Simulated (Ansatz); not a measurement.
IrPt₁₁ in space group Pm (No. 6; Pearson symbol mP12), DFT-r²SCAN in the program Ansatz with PAW potentials, all energies at zero smearing, with the estimated change up to a 700 eV cutoff added, with one set of potentials and settings (totals compare only within such a set). Cell of 12 atoms (11 Pt, 1 Ir): -149870.278 eV.

```json
[
 {"element": "Pt", "reference phase": "Fm-3m, 1 atoms in the cell", "E (eV/atom)": "-12538.2501"},
 {"element": "Ir", "reference phase": "Fm-3m, 1 atoms in the cell", "E (eV/atom)": "-11950.0469"}
]
```

Formation energy per atom, worked out: (-149870.278 − 11×(-12538.2501) − 1×(-11950.0469))/12 = 0.043 eV/atom (4 kJ per mol of atoms), at 0 K, without zero-point energy or fitted corrections.

The start of the workflow was typed in or built on a structure type; neither database checked (COD, Materials Project) lists it. Its standing as an ambient phase is unchecked. Symmetry was held in the r²SCAN relaxation; whether a distortion lowers the energy is not shown. The run is not spin-polarised. The references are the lowest solids computed at this level, not always the standard phases. Spin–orbit coupling is left out wherever it is not named.

Potentials: the earlier of the program's two PAW sets. The files were generated under PBE; for other functionals the program regenerates the frozen cores, and for LDA and PBEsol the local potential too.
